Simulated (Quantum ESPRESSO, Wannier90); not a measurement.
**Wannier functions of AgCl (rock salt)**

```xyz
2
Lattice="0.0000 2.7727 2.7727 2.7727 0.0000 2.7727 2.7727 2.7727 0.0000" Properties=species:S:1:pos:R:3 pbc="T T T"
Ag     0.0000     0.0000     0.0000
Cl     2.7727     2.7727     2.7727
```

Structure: Materials Project mp-22922, symmetrised, not relaxed again. COD (Crystallography Open Database) has an entry of this formula and space group (matched by these alone). Method: PBEsol plane waves in Quantum ESPRESSO 7.5 (PseudoDojo norm-conserving files, 66 Ry, no spin polarisation, no spin-orbit coupling), Bloch states on a 10×10×10 mesh through Γ, Wannier90 4.0.1. Density: 10×10×10 mesh, Gaussian smearing 0.01 Ry.

Bands 5-13 form an isolated set from -15.14 to 0.00 eV relative to the valence-band maximum (on the path) and are turned into 9 Wannier functions by minimising the spread from the start: s functions at random places.

Centres (Cartesian, Å; one of the equivalent choices) and spreads:

```json
[
 {"n": "1", "x": "2.773", "y": "2.773", "z": "0.000", "spread (Å²)": "0.763", "nearest atom": "Ag1"},
 {"n": "2", "x": "0.160", "y": "-0.246", "z": "2.430", "spread (Å²)": "1.240", "nearest atom": "Cl2"},
 {"n": "3", "x": "0.000", "y": "0.000", "z": "0.000", "spread (Å²)": "0.807", "nearest atom": "Ag1"},
 {"n": "4", "x": "0.000", "y": "0.000", "z": "0.000", "spread (Å²)": "0.770", "nearest atom": "Ag1"},
 {"n": "5", "x": "0.000", "y": "0.000", "z": "0.000", "spread (Å²)": "0.751", "nearest atom": "Ag1"},
 {"n": "6", "x": "2.350", "y": "0.129", "z": "-0.090", "spread (Å²)": "1.239", "nearest atom": "Cl2"},
 {"n": "7", "x": "0.000", "y": "0.000", "z": "0.000", "spread (Å²)": "0.816", "nearest atom": "Ag1"},
 {"n": "8", "x": "0.258", "y": "0.363", "z": "2.827", "spread (Å²)": "1.245", "nearest atom": "Cl2"},
 {"n": "9", "x": "0.007", "y": "-0.246", "z": "-2.394", "spread (Å²)": "1.238", "nearest atom": "Cl2"}
]
```

Ω_I = 7.86 Å², Ω_total = 8.87 Å²; the interpolated bands follow pw.x to 0.3 meV rms on the path. It is the lowest total spread that any start reached here.
